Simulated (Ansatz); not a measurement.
## Ca$_{4}$Pt: zone-centre modes

The calculation used Ansatz, DFT PBE, scalar-relativistic, plane waves, PAW. Cutoff 420 eV, 8×8×8 k-points (Γ-centred), Fermi-Dirac smearing of 0.15 eV. No spin polarisation. Phonons by linear response, acoustic sum rule imposed.

The cell, relaxed at this level:
```yaml
crystal:
  lattice:
    - [5.67389, 0.00000, 0.00000]
    - [0.00000, 5.67389, 0.00000]
    - [0.00000, 0.00000, 5.67389]
  atoms:
    - { symbol: Ca, position: [0.00000, 0.50000, 0.50000] }
    - { symbol: Ca, position: [0.50000, 0.00000, 0.50000] }
    - { symbol: Ca, position: [0.50000, 0.50000, 0.00000] }
    - { symbol: Ca, position: [0.00000, 0.00000, 0.00000] }
    - { symbol: Pt, position: [0.50000, 0.50000, 0.50000] }
```

It was reached by relaxing an invented guess, and it needn't be the stable form of this composition. In a metal, frequencies depend on the k mesh and the smearing, soft modes most. Spin–orbit coupling is left out, which matters for heavy elements.

Task: Is this structure stable against zone-centre distortions?

Result: Yes, at Γ: no optical mode is imaginary. Strains and other wave vectors aren't tested by this run.

Task: List the optical modes at Γ (i marks imaginary ones).

Result:
| frequency (THz) | degeneracy |
| --- | --- |
| 1.58 | 3 |
| 3.42 | 3 |
| 4.11 | 3 |
| 6.30 | 3 |
